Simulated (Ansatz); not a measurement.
ZrSeTe as a Janus 2H monolayer was put through Ansatz (plane waves). The cell was relaxed with r2SCAN and then strained (xy shear, engineering strain (angle) -4.0 %), with the atoms relaxed again with r2SCAN; k points keep the names of the unstrained zone.

Structure:
```
Zr Se Te
1.0
     3.82744   -0.07655    0.00000
    -1.98001    3.35293    0.00000
     0.00000    0.00000   31.62931
Zr Se Te
1 1 1
Direct
  0.33817 0.66720 0.28868
  0.66406 0.33322 0.33783
  0.66443 0.33291 0.22713
```
Two periodic directions, a and b.

The output, standing remarks left out:
```
scf.n_extra_bands = 4 over 22 filled bands (N_el = 44.0): the run solves 26 bands
Pseudopotential: Zr, paw, valence charge 12, recommended cutoff 500 eV
Pseudopotential: Se, paw, valence charge 16, recommended cutoff 500 eV
Pseudopotential: Te, paw, valence charge 16, recommended cutoff 500 eV
Crystal: 3 atoms, lattice volume = 401.110 Å³
Basis set: ecut = 500 eV, 10083 PW (Γ)
Bands: 26, of which v1, the nominal top of the filled ones, is band 22 counted from 1 (21 counted from 0)
Symmetry: 1 space group operations
Space group: P1 (ITA 1)
k-points: 74 of 144 (time reversal used)
preconditioner: auto → Resta (q_TF=auto, 1.888 Å⁻¹)  ε∞=2.0  [insulator: Δε(μ)=0.651 eV  ℏωp=7.4 eV]
NSCF: frozen V_eff on 5 k-points
WARN: The output density's exchange-correlation potential varies sharply where the density is thin. Do not read a vacuum level from v_tot or v_xc, or from such a field of the output density. […]
Free energy (F): -16671.470519 eV
Fermi energy:    -5.837228 eV
--- Forces (eV/Å), atoms counted from 1 ---
  atom   1  Zr      0.00163    -0.00104      0.00411
  atom   2  Se    -0.00047      0.00052      0.00141
  atom   3  Te    -0.00116      0.00052    -0.00553
--- 2D stress c σ (N/m, compression-positive) ---
       -0.030805       0.911665       0.000000
        0.911665       0.106321       0.000000
        0.000000       0.000000       0.000000
  P = ½ c Tr σ = 0.0378 N/m
--- Band table (eV; the first three rows and the last of 74) ---
  k-point 0: bands = […, -9.9589, -7.9799, -7.7273, -6.7694, -6.1345, -5.8372, -3.9433, -2.6272, -2.5597, -2.4717]
  k-point 1: bands = […, -9.8800, -8.1064, -7.8004, -6.8082, -6.2113, -5.9935, -4.0658, -2.7241, -2.5402, -2.4527]
  k-point 2: bands = […, -9.6653, -8.5388, -7.8255, -7.1483, -6.3697, -6.2398, -4.4296, -2.9046, -2.6156, -2.4121]
  k-point 73: bands = […, -10.1965, -9.1535, -8.7511, -7.9269, -6.6981, -6.1237, -5.2850, -2.8156, -2.4580, -1.7507]
```

bands.tsv, columns around the gap (it counts bands from 0):
```tsv
# k_distance	band_17	band_18	band_19	band_20	band_21	band_22	band_23	band_24	band_25
# fermi_ev = -5.837228
# [0, 0, 0] at k_distance = 0.000000
# [0.5, 0, 0] at k_distance = 0.964636
# [0.3333333333, 0.3333333333, 0] at k_distance = 1.502606
# [0, 0.4166666667, 0] at k_distance = 2.078537
# [0.40625, -0.401042, 0] at k_distance = 3.398356
# levels_relative_to = fermi_ev
0.000	-2.143	-1.890	-0.932	-0.297	0.000	1.894	3.210	3.278	3.366
0.965	-3.380	-2.884	-2.443	-0.730	-0.689	0.717	3.074	3.438	3.998
1.503	-3.397	-2.862	-2.749	-2.058	-0.915	1.217	2.480	3.877	4.065
2.079	-3.187	-2.941	-2.229	-0.786	-0.508	0.611	2.973	3.363	4.047
3.398	-3.120	-2.983	-2.046	-0.842	-0.312	0.532	3.022	3.296	4.067
```
In order the rows are Γ, M, K, Γ–M (0.83), (0.406, -0.401, 0).

**Question.** Which of these blocks stood in the input: relax, gw, phonons, dielectric, magnetization (spin_orbit)?

**Answer.** None of them. A single point prints forces and stress when the output block asks for them.

**Question.** Which k mesh was typed?

**Answer.** 12×12×1, Γ-centred.

**Question.** How were the bands filled?

**Answer.** Fixed occupations.

**Question.** Which functional?

**Answer.** r2SCAN. The cutoff of 500 eV is the one that these potentials recommend for a meta-GGA. The lines shown narrow the functional down without fixing it; this is the one that was run.

Command: `ansatz run input.yaml --threads 4 --pin off --max-ram 5529MiB --backend cpu --events-out ev --progress --plain --runs-dir out`. It took 18 s on 4 threads of AMD EPYC 9R45 96-Core Processor (Zen 5), with other jobs on the host; peak host memory 1.9 GiB.

All values are calculated for a non-magnetic cell, which may be hypothetical.

Spin-orbit coupling is left out, which matters wherever the heavy atoms make up the band edges.
